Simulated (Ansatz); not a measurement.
Values for one crystal, relaxed and computed with DFT-LDA in the program Ansatz with PAW potentials; other levels are named.

* **Volume per atom**: 13.02 Å³
* **Band gap**: 0.46 eV (direct)
* **Debye temperature from the elastic constants**: 471 K
* **Poisson's ratio**: 0.30
* **Formation energy from the elements (no fitted shifts)**: -0.35 eV/atom
* **Mechanical stability**: stable (all eigenvalues of C positive)
* **Hill bulk and shear moduli**: 166 and 75.2 GPa

Which of these materials gives this?
(A) LiH, rock salt
(B) HfO2, Pca2_1 (Hf on 4a, O on 4a, O on 4a)
(C) PI2, P-1 (P on 2i, I on 2i, I on 2i)
(D) InGaN2, P3m1 (In on 1a, Ga on 1c, N on 1c, N on 1a)

D, InGaN2, P3m1 (In on 1a, Ga on 1c, N on 1c, N on 1a)

The workflow started from a Materials Project entry (that database holds measured and hypothetical structures alike); the Crystallography Open Database copy checked does not list it. With In and Ga taken as one species the cell has the higher symmetry P6_3mc, so it may be an ordered model of a mixed-site phase. Whether it is the stable phase at ambient conditions was not checked. Symmetry was held in the LDA relaxation; of distortions, only those at the zone centre were tested. The references are the lowest solids computed at this level, not always the standard phases (solids in place of the gases). Scalar-relativistic: spin–orbit coupling is off unless named, which matters more the heavier the elements.

Potentials: the later of the program's two PAW sets.
